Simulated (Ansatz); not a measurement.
Born–Oppenheimer molecular dynamics of a 20-atom Ti₇Cu₅Ni₄Ag₄ cell at 14.52 Å³/atom, computed with Ansatz: Langevin thermostat at 930 K, 80 steps of 3.0 fs, friction 0.03 1/fs. The run is short and the cell small, so it isn't an equilibrium average.

```yaml
crystal:
  lattice:
    - [6.71855, 0.111065, 0.131562]
    - [0.111065, 6.66642, 0.204945]
    - [0.131562, 0.204945, 6.495171]
  atoms:
    - { symbol: Ti, position: [0.6486352133, 0.2193786777, 0.0119285004] }
    - { symbol: Ti, position: [0.9189212896, 0.8432578917, 0.95476649] }
    - { symbol: Ti, position: [0.3686604647, 0.8706792613, 0.1347813343] }
    - { symbol: Ti, position: [0.0416504387, 0.6033907548, 0.2701087402] }
    - { symbol: Ti, position: [0.2358272772, 0.6708234358, 0.7706417665] }
    - { symbol: Ti, position: [0.2377609771, 0.1036083575, 0.8686644828] }
    - { symbol: Ti, position: [0.8621113066, 0.2323778973, 0.5796582995] }
    - { symbol: Cu, position: [0.5480927251, 0.944794275, 0.7130249129] }
    - { symbol: Cu, position: [0.6385974999, 0.4907660071, 0.3332427004] }
    - { symbol: Cu, position: [0.4704759941, 0.1555746833, 0.3840749794] }
    - { symbol: Cu, position: [0.5592190444, 0.3851891417, 0.687557326] }
    - { symbol: Cu, position: [0.0019081579, 0.2046389064, 0.2372379106] }
    - { symbol: Ni, position: [0.9694863695, 0.4174422314, 0.8936078319] }
    - { symbol: Ni, position: [0.4153251862, 0.7602826941, 0.4771667067] }
    - { symbol: Ni, position: [0.8916751422, 0.634315235, 0.5885386602] }
    - { symbol: Ni, position: [0.0840832315, 0.9021977526, 0.42782339] }
    - { symbol: Ag, position: [0.6044269246, 0.6208259393, 0.9104814744] }
    - { symbol: Ag, position: [0.7271367868, 0.8988997354, 0.3037006507] }
    - { symbol: Ag, position: [0.3116252502, 0.4261728527, 0.1127546713] }
    - { symbol: Ag, position: [0.1833719862, 0.3528027561, 0.5367148237] }
  symmetry: { detect: false }
basis:
  ecutwfc: 420
  xc_grid: 1
kpoints:
  mp_grid: { grid: [1, 1, 1], shift: [0.25, 0.25, 0.25] }
hamiltonian:
  xc: pbe
scf:
  occupations: { method: fermi_dirac, width: 0.0801 }
  lower_state_search: "off"
  convergence: { dr2_threshold: 1.0e-05 }
output:
  forces: true
  stress: true
md:
  timestep: 3.0
  n_steps: 80
  ensemble: nvt_langevin
  friction: 0.03
  temperature: 930.0
  initial_velocities: maxwell_boltzmann
  seed: 53598
```

```bash
ansatz run input.yaml --threads 2 --pin off --max-ram 5120MiB --backend cpu --events-out ev --progress --plain --runs-dir out
```

Level of theory: DFT PBE, scalar-relativistic, plane waves, PAW (Ansatz 0.2.0).

6 frames, positions in Å (not wrapped into the cell) and forces in eV/Å:

```xyz
20
Lattice="6.719 0.111 0.132 0.111 6.666 0.205 0.132 0.205 6.495" Properties=species:S:1:pos:R:3:forces:R:3 pbc="T T T" time_fs=0.0 temperature_K=884 free_energy_over_first_frame_eV=0.000
Ti    4.384    1.537    0.208    1.310   -1.530    0.500
Ti    6.393    5.919    6.495    0.180    1.350   -1.070
Ti    2.591    5.873    1.102   -0.630    0.430    0.190
Ti    0.382    4.082    1.884   -2.150    1.100   -0.230
Ti    1.760    4.656    5.174   -1.370    0.470    0.000
Ti    1.723    0.895    5.695   -0.660    0.580   -0.490
Ti    5.894    1.764    3.926   -2.440   -1.950    0.960
Cu    3.881    6.505    4.897    1.070    1.450    0.310
Cu    4.389    3.411    2.349    0.440    0.190   -0.570
Cu    3.229    1.168    2.588   -0.320    0.030    0.540
Cu    3.890    2.771    4.618   -1.830   -1.270   -2.020
Cu    0.067    1.413    1.583    0.040   -0.550   -2.180
Ni    6.677    3.074    6.017    0.100   -0.410    0.440
Ni    2.938    5.212    3.310   -0.230   -1.320   -0.590
Ni    6.139    4.448    4.070   -1.330    0.050    1.140
Ni    0.721    6.111    2.975    1.310    0.640    0.890
Ag    4.250    4.392    6.120    1.660    1.420    2.010
Ag    5.025    6.135    2.252    0.920   -0.070    0.380
Ag    2.156    2.899    0.861    1.100   -1.250   -0.580
Ag    1.342    2.482    3.582    2.840    0.650    0.360
20
Lattice="6.719 0.111 0.132 0.111 6.666 0.205 0.132 0.205 6.495" Properties=species:S:1:pos:R:3:forces:R:3 pbc="T T T" time_fs=48.0 temperature_K=937 free_energy_over_first_frame_eV=-1.675
Ti    4.410    1.428    0.210    0.650    0.200   -1.160
Ti    6.290    6.057    6.406    0.470    0.200   -1.210
Ti    2.479    5.998    1.114    0.030   -0.440    0.390
Ti    0.286    4.187    2.018    0.130   -0.530   -0.820
Ti    1.559    4.726    5.121   -0.150    0.010    0.230
Ti    1.568    1.043    5.818    0.230   -0.790   -1.460
Ti    5.564    1.551    3.743    0.870   -0.410    1.310
Cu    4.000    6.516    5.011   -0.390    1.100   -0.300
Cu    4.519    3.362    2.115    0.330    0.480   -0.700
Cu    3.255    1.110    2.730   -0.760   -0.520   -0.600
Cu    3.611    2.808    4.242    0.490    0.780    1.340
Cu    0.145    1.262    1.417   -0.040   -0.050   -0.270
Ni    6.689    3.083    6.029   -0.240   -0.300    0.620
Ni    3.063    5.040    3.308   -0.130   -0.380   -0.150
Ni    5.894    4.289    4.099   -0.420    0.420    0.090
Ni    0.840    6.083    3.179   -0.030    0.870    0.470
Ag    4.247    4.356    6.037    0.030   -0.450    1.400
Ag    5.052    6.271    2.165    0.720   -1.700    1.050
Ag    2.194    2.756    0.826   -0.060    0.790    0.620
Ag    1.360    2.276    3.638   -1.720    0.720   -0.850
20
Lattice="6.719 0.111 0.132 0.111 6.666 0.205 0.132 0.205 6.495" Properties=species:S:1:pos:R:3:forces:R:3 pbc="T T T" time_fs=96.0 temperature_K=1227 free_energy_over_first_frame_eV=-1.130
Ti    4.550    1.523    0.182   -0.640   -1.100   -0.870
Ti    6.150    6.043    6.198    0.430    0.370   -0.300
Ti    2.527    6.180    0.831   -0.030   -1.110    1.770
Ti    0.262    4.256    1.955    0.620    0.170   -0.650
Ti    1.299    4.759    5.251    1.630   -1.070   -1.060
Ti    1.363    0.828    5.631    1.200    1.300   -1.190
Ti    5.525    1.385    3.852    0.690    0.310   -0.060
Cu    3.988    6.597    4.977   -1.260   -0.410    0.210
Cu    4.681    3.278    1.929   -0.060    0.270    1.010
Cu    3.164    0.960    2.761   -0.690   -0.180   -0.750
Cu    3.531    2.819    4.125    0.190    0.460    0.870
Cu    0.171    1.253    1.271   -0.320   -0.730    0.850
Ni    6.567    2.992    6.036    0.630   -0.090   -0.070
Ni    3.038    5.021    3.240   -0.070   -0.530   -0.030
Ni    5.734    4.201    4.101    0.330    0.420   -0.970
Ni    0.940    6.045    3.242   -1.090    1.310   -0.080
Ag    4.316    4.279    6.082   -1.930    0.530    0.310
Ag    5.083    6.106    2.079   -0.130    0.140    1.120
Ag    2.181    2.844    0.974    0.340   -0.560   -0.510
Ag    1.138    2.323    3.470    0.160    0.500    0.400
20
Lattice="6.719 0.111 0.132 0.111 6.666 0.205 0.132 0.205 6.495" Properties=species:S:1:pos:R:3:forces:R:3 pbc="T T T" time_fs=144.0 temperature_K=1115 free_energy_over_first_frame_eV=-1.622
Ti    4.374    1.287   -0.090   -0.330    0.290    0.680
Ti    6.188    5.836    6.065    0.510    1.110   -0.870
Ti    2.632    5.837    1.083   -0.780    0.400   -0.060
Ti    0.337    4.422    1.589   -0.650   -0.490    0.870
Ti    1.530    4.571    5.461    0.330    0.160   -2.060
Ti    1.487    1.042    5.472    0.430   -0.750    0.170
Ti    5.596    1.269    3.923    0.280    0.110   -0.290
Cu    3.981    6.344    5.021   -1.190    0.440   -0.940
Cu    4.794    3.139    2.094   -0.360   -0.420   -1.100
Cu    2.970    0.741    2.690    0.140    1.250    0.770
Cu    3.579    2.807    4.228   -0.770   -1.100   -0.290
Cu    0.076    1.139    1.219    0.050   -0.020   -0.040
Ni    6.550    2.882    6.091   -0.410    0.930   -1.120
Ni    2.858    4.977    3.330    0.410   -0.920   -0.240
Ni    5.460    4.213    4.027    1.610    0.830    0.280
Ni    0.841    6.254    3.019    0.030   -0.420    1.600
Ag    4.146    4.214    6.162    0.910   -0.490    0.690
Ag    5.069    6.111    2.032   -0.180   -0.090    1.090
Ag    2.206    2.843    0.997    0.350   -1.910    0.440
Ag    1.124    2.434    3.346   -0.370    1.090    0.440
20
Lattice="6.719 0.111 0.132 0.111 6.666 0.205 0.132 0.205 6.495" Properties=species:S:1:pos:R:3:forces:R:3 pbc="T T T" time_fs=192.0 temperature_K=1070 free_energy_over_first_frame_eV=-1.968
Ti    4.217    1.131   -0.044    0.680    0.860   -0.140
Ti    6.337    6.031    5.913   -0.980    0.370    1.110
Ti    2.524    5.746    1.133   -0.480   -0.040   -0.120
Ti    0.294    4.281    1.711   -1.190    0.510   -0.430
Ti    1.339    4.486    5.391    1.260   -0.050   -0.730
Ti    1.673    0.748    5.336   -0.540    1.270   -0.190
Ti    5.558    1.194    3.788    0.150    1.050    0.940
Cu    3.942    6.295    4.983   -0.240   -0.230   -0.740
Cu    4.687    2.983    2.123    0.140    0.190   -0.430
Cu    2.931    0.768    2.676   -0.460    0.720    0.660
Cu    3.381    2.667    4.172    1.580    0.140    0.920
Cu    0.063    1.173    1.279    0.320    0.030   -0.640
Ni    6.534    2.934    5.987   -0.610   -0.700   -0.310
Ni    2.740    4.990    3.451    0.870   -1.160   -0.530
Ni    5.733    4.468    4.017   -0.110   -0.110    0.120
Ni    0.778    6.241    3.209   -0.430   -0.230    0.400
Ag    4.112    4.123    6.162    1.860    0.590   -0.760
Ag    5.003    6.218    2.083    0.690   -1.720    0.030
Ag    2.252    2.716    0.957   -1.050   -1.400    0.590
Ag    1.144    2.550    3.401   -1.470   -0.110    0.240
20
Lattice="6.719 0.111 0.132 0.111 6.666 0.205 0.132 0.205 6.495" Properties=species:S:1:pos:R:3:forces:R:3 pbc="T T T" time_fs=240.0 temperature_K=958 free_energy_over_first_frame_eV=-2.715
Ti    4.477    1.292   -0.063   -0.670   -0.570    0.500
Ti    6.216    6.162    6.053    0.090    0.130    0.450
Ti    2.503    5.674    1.174   -0.380    0.560   -0.810
Ti    0.118    4.216    1.529    0.180   -0.400   -0.270
Ti    1.333    4.513    5.361    0.780    0.700   -0.220
Ti    1.626    0.877    5.289   -0.190   -0.050    0.500
Ti    5.638    1.196    3.696   -0.060    0.630    1.040
Cu    3.856    6.369    4.659    0.190   -0.600    1.290
Cu    4.674    3.009    2.116   -0.350    0.250   -0.200
Cu    2.830    0.897    2.736   -0.530   -0.220   -1.120
Cu    3.536    2.476    4.298    0.050    0.890    0.210
Cu    0.140    1.144    1.326    0.160   -0.160   -0.850
Ni    6.506    2.796    5.854    0.240   -0.580    0.110
Ni    2.679    4.844    3.267    1.100   -0.980    0.060
Ni    5.977    4.520    4.003   -1.420   -0.640    0.580
Ni    0.674    6.118    3.311    0.920    0.880   -0.200
Ag    4.281    4.170    5.986   -0.010    0.790    0.310
Ag    4.990    6.090    2.171   -0.530   -0.300   -0.570
Ag    2.259    2.658    0.877   -0.290   -0.380    0.290
Ag    1.032    2.643    3.477    0.730    0.060   -1.110
```

Over the second half the temperature averages 940 K and the pressure (kinetic part included, positive in compression) 6.9 GPa. Mean square displacements at the end: Ag 0.07 Å², Cu 0.12 Å², Ni 0.10 Å², Ti 0.14 Å² (from the start of this run, the atoms' common shift taken off).

One k point is coarse for so small a cell, so forces and above all the pressure are rough.

Time: 5.7 min on 2 threads of Arm Neoverse V1, on a shared host, peak memory 0.68 GiB.